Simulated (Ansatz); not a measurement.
NaCl:
```cif
data_ClNa
_chemical_formula_sum 'Na1 Cl1'
_space_group_name_H-M_alt 'P 1'
_space_group_IT_number 1
_cell_length_a 3.44708
_cell_length_b 3.44708
_cell_length_c 3.44708
_cell_angle_alpha 90.000
_cell_angle_beta 90.000
_cell_angle_gamma 90.000
loop_
_space_group_symop_operation_xyz
  'x, y, z'
loop_
_atom_site_label
_atom_site_type_symbol
_atom_site_fract_x
_atom_site_fract_y
_atom_site_fract_z
_atom_site_occupancy
Na1 Na 0.00000 0.00000 0.00000 1
Cl1 Cl 0.50000 0.50000 0.50000 1
```

Relaxed with PBEsol.

Q: Give the optical modes at the zone centre with their infrared activity from DFPT, PBEsol (plane waves, PAW; program Ansatz).

A: Transverse frequencies, without the LO–TO term; a row sums one degenerate level.

```
ω (cm⁻¹)  degeneracy  IR ((D/Å)²/amu)  activity  symmetry
--------  ----------  ---------------  --------  --------
98                 3             6.89        IR       T1u
```

Q: How high does the top mode go among those that the LO–TO term moves?

A: 229 cm⁻¹ for q along x.

Space group Pm-3m (CsCl type). This is a known high-pressure phase of the composition, computed here at zero pressure and temperature. Symmetry was held in the PBEsol relaxation. At this level the phase is dynamically unstable (imaginary phonons).

Potentials: the earlier of the program's two PAW sets. The files were generated under PBE; for other functionals the program regenerates the frozen cores, and for LDA and PBEsol the local potential too.
